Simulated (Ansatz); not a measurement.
B4Ru in space group Pnnm (No. 58; Ru on 2d, B on 4g, B on 4g) under volume change, r²SCAN (plane waves, PAW; program Ansatz), shape and atoms relaxed at each volume.

```json
[
 {"V (Å³/atom)": "7.473", "E − E(relaxed) (meV/atom)": "63.0", "P (GPa)": "29.68"},
 {"V (Å³/atom)": "7.719", "E − E(relaxed) (meV/atom)": "26.5", "P (GPa)": "18.18"},
 {"V (Å³/atom)": "7.965", "E − E(relaxed) (meV/atom)": "6.3", "P (GPa)": "8.36"},
 {"V (Å³/atom)": "8.212", "E − E(relaxed) (meV/atom)": "0.0", "P (GPa)": "0.00"},
 {"V (Å³/atom)": "8.458", "E − E(relaxed) (meV/atom)": "5.7", "P (GPa)": "-7.16"},
 {"V (Å³/atom)": "8.704", "E − E(relaxed) (meV/atom)": "21.4", "P (GPa)": "-13.09"},
 {"V (Å³/atom)": "8.951", "E − E(relaxed) (meV/atom)": "45.2", "P (GPa)": "-17.48"}
]
```

What does a third-order Birch–Murnaghan fit give for V₀, B₀ and B′?

V₀ = 8.21 Å³/atom, B₀ = 252 GPa, B′ = 4.8.

The start of the workflow was typed in or built on a structure type; neither database checked (COD, Materials Project) lists it. Its standing as an ambient phase is unchecked. The r²SCAN relaxation kept the symmetry of its start; its stability against distortions is not shown here. No spin polarisation was allowed.

Potentials: the earlier of the program's two PAW sets. The files were generated under PBE; for other functionals the program regenerates the frozen cores, and for LDA and PBEsol the local potential too.
